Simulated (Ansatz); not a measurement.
Values for one crystal, relaxed and computed with plane-wave PAW LDA (Ansatz code); other levels are named.

```yaml
volume_per_atom: 15.20 Å³
electronic_character: metallic (no gap)
Density of states at the Fermi level: 0.38 states/eV per atom (mean over ±0.08 eV)
highest_zone_centre_frequency: 6.00 THz
zone_centre_stability: no imaginary mode at Γ
Pressure derivative B′: 5.5
Bulk modulus (Birch–Murnaghan fit): 218 GPa
```

### Question
Pick the material that matches.
A. Ga2Pt, fluorite or antifluorite type
B. CuPt, R-3m (Cu on 3a, Pt on 3b)
C. SnPt, NiAs type
D. AgPt, R-3m (Ag on 3a, Pt on 3b)

### Answer
D, AgPt, R-3m (Ag on 3a, Pt on 3b)

The workflow started from a Materials Project entry (that database holds measured and hypothetical structures alike); the Crystallography Open Database copy checked does not list it. With Ag and Pt taken as one species the cell has the higher symmetry Fm-3m, so it may be an ordered model of a mixed-site phase. Its standing as an ambient phase is unchecked. Symmetry was held in the LDA relaxation. No spin polarisation was allowed. As this level gives no gap, phonon frequencies hold no LO–TO term and depend on the k-mesh and smearing (Fermi–Dirac, 0.1 eV here). Spin–orbit coupling is left out wherever it is not named.

Potentials: the later of the program's two PAW sets.
